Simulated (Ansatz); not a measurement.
The elements of this relaxed trial crystal are hidden behind letters.

```
lattice vectors (Å)
  -2.0853    2.0853   14.7920
   2.0853   -2.0853   14.7920
   2.0853    2.0853  -14.7920
fractional positions
X 0.0471 0.5471 0.5000
X 0.4529 0.9529 0.5000
X 0.2500 0.7500 0.5000
Z 0.8515 0.3515 0.5000
Z 0.6485 0.1485 0.5000
Q 0.5934 0.5934 0.0000
Q 0.0000 0.0000 0.0000
Q 0.4066 0.4066 0.0000
Q 0.7963 0.7963 0.0000
Q 0.2037 0.2037 0.0000
```

Theory: DFT PBE, scalar-relativistic, plane waves, PAW in Ansatz. The final run on the 10-atom cell used 420 eV, a Γ-centred 10×10×10 mesh, 0.02 eV smearing and no spin polarisation.

* Space group: I-4m2 (No. 119)
* Conventional cell: a = 4.171 Å, c = 29.584 Å
* Volume per atom: 25.73 Å³
* Density: 4.42 g/cm³
* Formation energy: −0.374 eV/atom
* Gap on the 10×10×10 mesh of the 10-atom cell: 0.68 eV

Energies are uncorrected and count from the elements' standard states at the same level.

**Question.** X is a p-block element of period 3, Z is a p-block element of period 5 and Q is a p-block element of period 4. Which elements are they?

**Answer.** X = Al, Z = In, Q = As, so the formula is Al3In2As5. Density times volume gives a mean mass of 4.42 × 25.73/1.6605 = 68.5 u per atom, and this set has 68.5 u. Al on a site of symmetry 2mm is surrounded by 4 As at 2.49–2.51 Å; In is surrounded by 4 As at 2.65 Å; As on a site of symmetry 2mm is surrounded by 2 Al at 2.49 Å and 2 In at 2.65 Å; 3 more sites not described. Other sets within the hints have nearly the same mass, so mass alone doesn't settle it; this one was computed.

Kohn–Sham gaps at this level usually fall short of measured ones. A structure relaxed within its symmetry needn't be a true minimum.
